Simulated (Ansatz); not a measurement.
A geometry of CdAu away from equilibrium: step 2 of the relaxation of a relaxed CdAu cell with one Au and one Cd atom exchanged in a cell of 4 atoms. Method: PBEsol (plane waves to 420 eV, PAW, scalar-relativistic; Ansatz, a first-principles code). Γ-centred k-mesh 7×11×7 on the run's cell (coarser than for final values), Fermi–Dirac smearing 0.05 eV. The plane waves were selected for a different cell earlier on the path.

```
CELL_PARAMETERS angstrom
      4.80908     0.00000     0.00000
      0.00000     3.11161     0.00000
      0.00000     0.00000     4.84622
ATOMIC_POSITIONS crystal
  Cd 0.25000 0.00000 0.33812
  Au 0.75000 0.00000 0.66400
  Au 0.25000 0.50000 0.82988
  Cd 0.75000 0.50000 0.16799
```

Problem. Give the Cartesian forces on all atoms (eV/Å).

Solution. 
```csv
atom,Fx,Fy,Fz
Cd1,0.00,0.00,-0.21
Au2,0.00,0.00,0.07
Au3,0.00,0.00,0.30
Cd4,0.00,0.00,-0.16
```

The path ends in Pmmn (No. 59). No spin polarisation in the result.

The run could not lose the symmetry of its start.

The runs began from a structure in Materials Project; this end point is another cell, not compared with measured phases.
